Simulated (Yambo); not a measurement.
Yambo run on a free-standing PtS2 monolayer (symmetry P-3m1, slab cell 15.5 Å high). The wavefunctions come from this Quantum ESPRESSO step (PBE, PseudoDojo standard norm-conserving files, scalar-relativistic):

```
&CONTROL
  calculation = 'nscf'
  pseudo_dir = './pseudo'
  outdir = './out'
/
&SYSTEM
  ibrav = 0
  nat = 3
  ntyp = 2
  ecutwfc = 84.0
  ecutrho = 336.0
  occupations = 'fixed'
  force_symmorphic = .true.
  nbnd = 115
  assume_isolated = '2D'
/
&ELECTRONS
  conv_thr = 3.0000000000000004e-09
  diago_full_acc = .true.
  diago_thr_init = 1e-08
/
ATOMIC_SPECIES
S 32.0600 S.upf
Pt 195.0840 Pt.upf
CELL_PARAMETERS angstrom
  3.540138849990   0.000000000000   0.000000000000
 -1.770069424995   3.065850177015   0.000000000000
  0.000000000000   0.000000000000  15.500000000000
ATOMIC_POSITIONS crystal
S   0.666666667000   0.333333333000  -0.080117495700
S   0.333333333667   0.666666666333   0.080117495700
Pt   0.000000000333   0.000000000000  -0.000000000000
K_POINTS automatic
6 6 1 0 0 0
```

Yambo input:

```
rim_cut
gw0
dyson
el_el_corr
HF_and_locXC
ppa
em1d
rim_w
RandQpts= 1000000
RandGvec= 2 Ry
CUTGeo= "slab z"
EXXRLvcs= 84 Ry
VXCRLvcs= 336 Ry
Chimod= "HARTREE"
% BndsRnXp
 5 | 114 |
%
NGsBlkXp= 6 Ry
% LongDrXp
 1.0 | 1.0 | 0.0 |
%
RandGvecW= 1000 mRy
PPAPntXp= 27.2114 eV
% GbndRnge
 1 | 114 |
%
GTermKind= "BG"
DysSolver= "n"
ExtendOut
% QPkrange
 1 | 1 | 15 | 16 |
 2 | 2 | 15 | 16 |
 4 | 4 | 15 | 16 |
 5 | 5 | 15 | 16 |
%
```

k points by index: 1 = Γ, 2 = (0, 0.167), 4 = M, 5 = (0.167, 0.167).

Table of the .qp output:

```
#    K-point    Band    Eo [eV]    E [eV]    E-Eo [eV]    Vxc [eV]    Vnlxc [eV]    Sc|Eo [eV]    Sc|E [eV]    dSc/dw|Eo [eV]    Re(Z)    Im(Z)
#
    1    15    -0.234078    -0.737793    -0.503715    -13.85664    -15.93315    1.396026    1.572795    -9.544347    0.740317    -0.003199
    1    16    3.255208    4.092904    0.837696    -16.84772    -12.97285    -2.739604    -3.037169    -9.662092    0.737949    -0.003537
    2    15    -0.005012    -0.378723    -0.373710    -16.61331    -19.59834    2.482396    2.611325    -9.380366    0.743635    -0.003145
    2    16    2.079584    2.842374    0.762790    -16.05796    -12.64934    -2.391652    -2.645832    -9.064186    0.750116    -0.003177
    4    15    -1.421032    -2.052887    -0.631855    -12.76110    -15.75036    2.127495    2.357407    -9.898994    0.733252    -0.001570
    4    16    2.894283    3.764678    0.870395    -17.46511    -13.33376    -2.958162    -3.260954    -9.459277    0.742006    -0.005567
    5    15    0.000000    -0.451242    -0.451242    -15.16843    -17.80424    2.027923    2.184572    -9.440479    0.742415    -0.003177
    5    16    2.107114    2.868314    0.761200    -15.62982    -12.05034    -2.562761    -2.818284    -9.131017    0.748737    -0.003201
```
(The two width columns are left out.) Convergence of these settings isn't established.

Spin-orbit coupling is not included.

Geometry relaxed with PBE+D3(BJ).
